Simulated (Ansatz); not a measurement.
## YMg5: what symmetry allows forces and stress to be

```yaml
crystal:
  lattice:
    - [5.93950, -0.05733, 0.00000]
    - [-3.01940, 5.09473, 0.00000]
    - [0.00000, 0.00000, 5.31732]
  atoms:
    - { symbol: Y, position: [0.99447, 0.99763, 0.50000] }
    - { symbol: Mg, position: [0.97953, 0.60876, 0.00000] }
    - { symbol: Mg, position: [0.60762, 0.98582, 0.00000] }
    - { symbol: Mg, position: [0.36152, 0.35842, 0.00000] }
    - { symbol: Mg, position: [0.70027, 0.38517, 0.50000] }
    - { symbol: Mg, position: [0.35658, 0.66420, 0.50000] }
```

Level of theory: DFT PBEsol, scalar-relativistic, plane waves, PAW in Ansatz.

Settings: cutoff 420 eV, Γ-centred mesh 6×6×6 on the computed 6-atom cell, Gaussian smearing of 0.10 eV; no spin polarisation.

This distorted cell has space group Pm, with 2 operations.

**Question.** Without a calculation: in which directions can each atom feel a force?

**Answer.** A force must be left unchanged by every operation that keeps its atom in place, so it lies in the space that those operations leave fixed. Atoms that the group maps onto each other feel forces of one size.
| atom | site symmetry | operations at the site | equivalent to atom | allowed force (Cartesian) |
| --- | --- | --- | --- | --- |
| Y1 | m | 2 | 1 | in the plane normal to (0.00, 0.00, 1.00) |
| Mg2 | m | 2 | 2 | in the plane normal to (0.00, 0.00, 1.00) |
| Mg3 | m | 2 | 3 | in the plane normal to (0.00, 0.00, 1.00) |
| Mg4 | m | 2 | 4 | in the plane normal to (0.00, 0.00, 1.00) |
| Mg5 | m | 2 | 5 | in the plane normal to (0.00, 0.00, 1.00) |
| Mg6 | m | 2 | 6 | in the plane normal to (0.00, 0.00, 1.00) |

That leaves 12 independent force components of 18, tied by 2 conditions that the forces sum to zero, so 10 remain. A relaxation in this cell that keeps the symmetry moves the atoms in these directions alone.

**Question.** And the stress tensor?

**Answer.** It must be invariant under the point group, which leaves 4 independent components: yz, xz vanish.

**Question.** Do the computed values obey this?

**Answer.** Yes. Forces (eV/Å):
```
Y1   0.221  0.385  0.000
Mg2  0.203  0.261  0.000
Mg3  0.094  0.139  0.000
Mg4 -0.038  0.001  0.000
Mg5 -0.083 -0.826  0.000
Mg6 -0.398  0.039  0.000
```

Stress (GPa, compression positive, xx yy zz yz xz xy): -3.39 -1.67 -3.61 0.00 0.00 0.49. The program imposes the same operations on density, forces and stress, so this confirms the analysis and is no independent test of the calculation.